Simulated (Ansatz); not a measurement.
LuNiC2 in space group Amm2 (No. 38; Lu on 2a, Ni on 2b, C on 4e), PBE in the plane-wave PAW code Ansatz, all energies at zero smearing, with the estimated change up to a 700 eV cutoff added, with one set of potentials and settings (totals compare only within such a set). Cell of 4 atoms (1 Lu, 1 Ni, 2 C): -21075.268 eV.

```tsv
element	reference phase	E (eV/atom)
Lu	P6_3/mmc, 2 atoms in the cell	-14732.4262
Ni	Fm-3m, 1 atoms in the cell, spin-polarised	-5839.7239
C	P6_3/mmc, 4 atoms in the cell	-250.9479
```

Formation energy per atom, worked out: (-21075.268 − 1×(-14732.4262) − 1×(-5839.7239) − 2×(-250.9479))/4 = -0.305 eV/atom (-29 kJ per mol of atoms), at 0 K, without zero-point energy or fitted corrections.

The first step of the workflow began from a Materials Project structure, measured or hypothetical; the Crystallography Open Database copy checked does not list it. Its standing as an ambient phase is unchecked. The cell was relaxed with PBE under the symmetry of its start; of distortions, only those at the zone centre were tested. The run is not spin-polarised. The references are the lowest solids computed at this level, not always the standard phases. Scalar-relativistic: spin–orbit coupling is off unless named, which matters more the heavier the elements.

Potentials: the later of the program's two PAW sets.
